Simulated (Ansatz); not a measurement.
Nb3Si:
```
Nb3Si
1.0
    4.02820     0.00000     0.00000
    0.00000     4.02820     0.00000
    0.00000     0.00000     4.02820
Si Nb
1 3
Direct
  0.00000   0.00000   0.00000
  0.00000   0.50000   0.50000
  0.50000   0.00000   0.50000
  0.50000   0.50000   0.00000
```

Relaxed with PBEsol. Special points in fractions of this cell's reciprocal vectors: Γ (0.000, 0.000, 0.000); X (0.000, 0.500, 0.000); M (0.500, 0.500, 0.000); R (0.500, 0.500, 0.500).

Q: List the band energies nearest the Fermi level at these points for PBEsol in the plane-wave PAW code Ansatz.

A: In eV from the Fermi level; about four levels below and three above (degenerate sets whole), none deeper than 8.9 eV; points with the same levels are listed once.

```csv
k,below,above
Γ,-2.96 -2.96 -2.96 -0.20 -0.20 -0.20,1.60 1.60 1.60
X,-2.99 -2.99 -2.22 -1.30,0.07 0.07 0.12
M,-1.45 -1.45 -1.33 -1.13,0.12 0.12 1.09
R,-1.92 -1.92 -1.92 -0.10 -0.10 -0.10,1.36 1.36 1.36
```

Space group Pm-3m (Cu3Au type). The workflow started from an entry of the Crystallography Open Database (COD), which files this formula under 2 space groups. Whether it is the stable phase at ambient conditions was not checked. The cell was relaxed with PBEsol under the symmetry of its start. At this level the phase is mechanically unstable. The run is not spin-polarised. Spin–orbit coupling is left out wherever it is not named.

Potentials: the later of the program's two PAW sets.
